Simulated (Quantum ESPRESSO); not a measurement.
AlAu2ZrIn3Sc, one composition in several site orders

Simulated, not a measurement. The program is pw.x of Quantum ESPRESSO 7.5 (plane-wave density functional theory). The cell is made up: eight metal atoms on a face-centred cubic lattice, with elements, volume, strain and displacements drawn at random and not relaxed, so it may be unstable or far from any real phase. PseudoDojo standard norm-conserving files set the functional (PBE unless stated); there is no spin polarisation or spin-orbit coupling, the Fermi-Dirac width of 0.25 eV means electrons at about 2900 K, and the masses in the input are unused placeholders. Heavy elements are run without spin-orbit coupling, which real alloys of them have. A spin test at this wide smearing found no moment, but such smearing suppresses magnetism that the real alloy may have.

The runs put one composition on the sites in different orders. Cell, positions, cutoff, mesh and smearing stay as in the input of run 1; sites are counted in its order. Stress in the tables is positive in tension.

Input of run 1:

```
&control calculation='scf', pseudo_dir='./dojo.nc.sr.pbe.v0_5.standard.upf', outdir='./o', disk_io='medium', tprnfor=.true., tstress=.true. /
&system ibrav=0, nat=8, ntyp=5, nbnd=62, ecutwfc=77.98206166, nosym=.true., tot_charge=0,
 occupations='smearing', smearing='fd', degauss=0.0183746611
/
&electrons conv_thr=1.470e-08, electron_maxstep=70, mixing_beta=0.5 /
ATOMIC_SPECIES
Al 1.0 Al.upf
Au 1.0 Au.upf
In 1.0 In.upf
Sc 1.0 Sc.upf
Zr 1.0 Zr.upf
CELL_PARAMETERS angstrom
-4.4708 0.0 0.0
-2.2354 -4.4708 -2.2354
-2.2354 -4.4708 6.7062
ATOMIC_POSITIONS angstrom
Al 0.1157 0.0136 -0.1048
Au -2.144 -4.507 2.283
Zr -2.3752 -2.3721 0.009
Au -4.3616 -6.7653 2.2202
In -4.5904 -4.4034 4.4732
In -4.5029 -4.6117 0.0021
In -4.5752 -2.1652 2.2106
Sc -6.6672 -6.7835 4.3411
K_POINTS automatic
6 5 3 1 1 1
```

| run | elements on sites 1 to 8 | free energy less that of run 1 (eV) | -TS (eV) | pressure (GPa) | stress xx (GPa) | stress yy (GPa) | stress zz (GPa) | stress yz (GPa) | stress xz (GPa) | stress xy (GPa) | iterations |
| --- | --- | --- | --- | --- | --- | --- | --- | --- | --- | --- | --- |
| 1 | Al Au Zr Au In In In Sc | 0.000 | -1.005 | -4.01 | 5.24 | 3.07 | 3.73 | -1.17 | -0.03 | -0.40 | 13 |
| 2 | Zr In In In Au Au Al Sc | 0.430 | -1.226 | -2.65 | 4.76 | 0.21 | 2.98 | -1.05 | -0.56 | 0.28 | 13 |
| 3 | In Zr Al Au Sc In Au In | 0.248 | -1.150 | -2.79 | 3.34 | 4.55 | 0.47 | -0.79 | -0.02 | 0.18 | 15 |
| 4 | Al Sc In Au Au Zr In In | -0.204 | -0.977 | -4.09 | 5.20 | 3.16 | 3.93 | -0.17 | -0.09 | -0.16 | 13 |
| 5 | In Au Zr Au Sc In In Al | 0.298 | -1.235 | -3.00 | 4.51 | 2.16 | 2.32 | -0.48 | 0.46 | 0.08 | 13 |
| 6 | Au In Sc Al In Au In Zr | 0.037 | -1.128 | -3.34 | 4.22 | 4.51 | 1.28 | -1.03 | -0.66 | -0.12 | 15 |

Forces Fx Fy Fz (eV/Å):

| site | run 1 | run 2 | run 3 | run 4 | run 5 | run 6 |
| --- | --- | --- | --- | --- | --- | --- |
| 1 | -0.56 -0.11 0.12 | -0.58 -1.00 0.51 | -0.70 -0.43 0.26 | -0.15 0.07 -0.17 | -0.75 0.07 -0.07 | -0.35 0.05 0.07 |
| 2 | -0.11 -0.07 -0.23 | -0.15 0.11 -0.26 | -0.56 0.39 -1.09 | -0.41 0.00 0.83 | -0.19 -0.21 0.21 | -0.44 -0.17 -0.42 |
| 3 | 0.46 0.61 0.05 | 0.38 0.11 -0.30 | 0.17 0.09 0.34 | 0.38 0.16 -0.11 | 0.38 0.05 -0.07 | 0.30 0.07 -0.01 |
| 4 | -0.27 -0.08 0.43 | -0.46 0.40 -0.13 | -0.30 0.25 -0.08 | -0.35 0.40 -0.01 | -0.20 -0.08 0.38 | -0.41 0.30 0.47 |
| 5 | 0.57 -0.83 -0.43 | 0.60 -0.13 0.34 | 0.95 -0.40 -0.23 | 0.22 -0.40 0.02 | 0.70 -0.49 -1.16 | 0.77 -0.93 0.39 |
| 6 | -0.19 0.57 -0.09 | -0.03 -0.10 -0.62 | 0.17 -0.09 0.52 | -0.15 0.49 -0.95 | -0.13 0.52 0.25 | -0.04 0.37 -0.19 |
| 7 | 0.23 -0.30 0.13 | 0.14 0.21 -0.24 | 0.20 -0.53 -0.02 | 0.48 -0.67 0.23 | 0.19 -0.41 0.27 | 0.28 0.37 -0.46 |
| 8 | -0.13 0.22 0.02 | 0.10 0.40 0.69 | 0.08 0.73 0.29 | -0.01 -0.04 0.17 | 0.00 0.56 0.18 | -0.11 -0.04 0.15 |

The sites are displaced and not relaxed, so the energy differences mix bonding between neighbours with strain and are not ordering energies. A rerun of one cell of this series at a higher cutoff and on a denser mesh moved values by no more than 0.005 eV in energy, 0.05 GPa in stress and 0.011 eV/Å in force, and a second program with other atomic files agreed on that cell to 2 % rms in force and 0.5 GPa in pressure.